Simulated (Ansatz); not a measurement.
Input, command and steps of an Ansatz relaxation.

```yaml
crystal:
  lattice:
    - [-3.1886644518, 3.1886644518, 3.1886644518]
    - [3.1886644518, -3.1886644518, 3.1886644518]
    - [3.1886644518, 3.1886644518, -3.1886644518]
  atoms:
    - { symbol: Si, position: [0.25, 0.125, 0.875] }
    - { symbol: Si, position: [0.875, 0.25, 0.125] }
    - { symbol: Si, position: [0.75, 0.375, 0.625] }
    - { symbol: Si, position: [0.625, 0.75, 0.375] }
    - { symbol: Si, position: [0.125, 0.875, 0.25] }
    - { symbol: Si, position: [0.375, 0.625, 0.75] }
    - { symbol: "N", position: [0.5624397786, 0.5624397786, 0.5624397786] }
    - { symbol: "N", position: [0.4375602214, 0.5, 0.0] }
    - { symbol: "N", position: [0.5, 0.0, 0.9375602214] }
    - { symbol: "N", position: [0.0, 0.4375602214, 0.5] }
    - { symbol: "N", position: [0.9375602214, 0.5, 0.0] }
    - { symbol: "N", position: [0.0624397786, 0.0624397786, 0.0624397786] }
    - { symbol: "N", position: [0.0, 0.9375602214, 0.5] }
    - { symbol: "N", position: [0.5, 0.0, 0.4375602214] }
basis:
  ecutwfc: 500
kpoints:
  mp_grid: { grid: [6, 6, 6] }
hamiltonian:
  xc: r2scan
scf:
  occupations: { method: gaussian, width: 0.02 }
output:
  forces: true
  stress: true
  eigenvalues: true
relax:
  adjacent_minimum: "off"
  f_tol: 0.01
  max_steps: 30
```

```bash
ansatz run input.yaml --threads 4 --pin off --max-ram 10240MiB --backend cpu --events-out ev --progress --plain --runs-dir out
```

Theory: Ansatz 0.2.0, DFT r2SCAN, scalar-relativistic, plane waves, PAW.

The volume is held at 0.97 times that of the relaxed cell.

Of 3 frames 3 are shown, positions in Å and forces in eV/Å; the SCF threshold varies from step to step.

```xyz
14
Lattice="-3.1887 3.1887 3.1887 3.1887 -3.1887 3.1887 3.1887 3.1887 -3.1887" Properties=species:S:1:pos:R:3:forces:R:3 pbc="T T T" step=1 free_energy_over_end_meV_per_atom=0.29
Si    2.3915    3.1887   -1.5943    0.0000    0.0000    0.0000
Si   -1.5943    2.3915    3.1887    0.0000    0.0000    0.0000
Si    0.7972    3.1887    1.5943    0.0000    0.0000    0.0000
Si    1.5943    0.7972    3.1887    0.0000    0.0000    0.0000
Si    3.1887   -1.5943    2.3915    0.0000    0.0000    0.0000
Si    3.1887    1.5943    0.7972    0.0000    0.0000    0.0000
N     1.7934    1.7934    1.7934   -0.0458   -0.0458   -0.0458
N     0.1991   -0.1991    2.9896   -0.0458    0.0458    0.0458
N     1.3952    4.5839   -1.3952    0.0458    0.0458   -0.0458
N     2.9896    0.1991   -0.1991    0.0458   -0.0458    0.0458
N    -1.3952    1.3952    4.5839   -0.0458    0.0458    0.0458
N     0.1991    0.1991    0.1991   -0.0458   -0.0458   -0.0458
N     4.5839   -1.3952    1.3952    0.0458   -0.0458    0.0458
N    -0.1991    2.9896    0.1991    0.0458    0.0458   -0.0458
14
Lattice="-3.1887 3.1887 3.1887 3.1887 -3.1887 3.1887 3.1887 3.1887 -3.1887" Properties=species:S:1:pos:R:3:forces:R:3 pbc="T T T" step=2 free_energy_over_end_meV_per_atom=0.14
Si    2.3915    3.1887   -1.5943    0.0000    0.0000    0.0000
Si   -1.5943    2.3915    3.1887    0.0000    0.0000    0.0000
Si    0.7972    3.1887    1.5943    0.0000    0.0000    0.0000
Si    1.5943    0.7972    3.1887    0.0000    0.0000    0.0000
Si    3.1887   -1.5943    2.3915    0.0000    0.0000    0.0000
Si    3.1887    1.5943    0.7972    0.0000    0.0000    0.0000
N     1.7911    1.7911    1.7911   -0.0314   -0.0314   -0.0314
N     0.1968   -0.1968    2.9919   -0.0314    0.0314    0.0314
N     1.3976    4.5862   -1.3976    0.0314    0.0314   -0.0314
N     2.9919    0.1968   -0.1968    0.0314   -0.0314    0.0314
N    -1.3976    1.3976    4.5862   -0.0314    0.0314    0.0314
N     0.1968    0.1968    0.1968   -0.0314   -0.0314   -0.0314
N     4.5862   -1.3976    1.3976    0.0314   -0.0314    0.0314
N    -0.1968    2.9919    0.1968    0.0314    0.0314   -0.0314
14
Lattice="-3.1887 3.1887 3.1887 3.1887 -3.1887 3.1887 3.1887 3.1887 -3.1887" Properties=species:S:1:pos:R:3:forces:R:3 pbc="T T T" step=3 free_energy_over_end_meV_per_atom=0.00
Si    2.3915    3.1887   -1.5943    0.0000    0.0000    0.0000
Si   -1.5943    2.3915    3.1887    0.0000    0.0000    0.0000
Si    0.7972    3.1887    1.5943    0.0000    0.0000    0.0000
Si    1.5943    0.7972    3.1887    0.0000    0.0000    0.0000
Si    3.1887   -1.5943    2.3915    0.0000    0.0000    0.0000
Si    3.1887    1.5943    0.7972    0.0000    0.0000    0.0000
N     1.7860    1.7860    1.7860    0.0001    0.0001    0.0001
N     0.1916   -0.1916    2.9970    0.0001   -0.0001   -0.0001
N     1.4027    4.5913   -1.4027   -0.0001   -0.0001    0.0001
N     2.9970    0.1916   -0.1916   -0.0001    0.0001   -0.0001
N    -1.4027    1.4027    4.5913    0.0001   -0.0001   -0.0001
N     0.1916    0.1916    0.1916    0.0001    0.0001    0.0001
N     4.5913   -1.4027    1.4027   -0.0001    0.0001   -0.0001
N    -0.1916    2.9970    0.1916   -0.0001   -0.0001    0.0001
```

It took 33 s on 4 threads of Intel(R) Xeon(R) Processor @ 2.50GHz (Skylake/Cascade Lake) (shared host), peak memory 0.81 GiB.